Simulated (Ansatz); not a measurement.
A geometry of CaIn2Au away from equilibrium: the start of the relaxation of a relaxed CaIn2Au cell shaken by Gaussian noise of σ = 0.08 Å a coordinate. The numbers are results of r2SCAN (plane waves to 500 eV, PAW, scalar-relativistic; Ansatz, an electronic-structure program), not measurements. Γ-centred k-mesh 8×8×3 on the run's cell (coarser than for final values), Fermi–Dirac smearing 0.05 eV.

```xyz
8
Lattice="4.6240 0.0000 0.0000 -2.3120 4.0045 0.0000 0.0000 0.0000 10.7000" Properties=species:S:1:pos:R:3 pbc="T T T"
Ca    -0.0569     2.6889     8.0748
Ca     2.4271     1.2716     2.7375
In     0.1041     2.6799     0.9945
In     2.4237     1.2730     6.4245
In     2.2880     1.3867     9.8069
In     0.0198     2.6946     4.4412
Au     0.0731     0.0859    -0.1628
Au    -0.0114    -0.1697     5.3256
```

Problem. Predict the force on each atom, in eV/Å.

Solution. 
```csv
atom,Fx,Fy,Fz
Ca1,0.34,-0.05,0.17
Ca2,-0.15,0.28,-0.01
In3,-0.16,0.09,-0.32
In4,-0.56,-0.07,-0.53
In5,0.56,0.11,0.00
In6,0.02,-0.75,0.20
Au7,-0.44,-0.39,0.34
Au8,0.40,0.78,0.16
```

Problem. What is the pressure?

Solution. +0.3 GPa, compression positive.

Problem. How far above the relaxed end point is this geometry?

Solution. 0.03 eV/atom; the path ends in P6₃/mmc (No. 194).

No spin polarisation in the result.

The end of the path is a generated cell of CaIn2Au: the first start was made by placing the elements on the sites of a structure type, and the end was not matched to a known phase here, so it may be hypothetical.
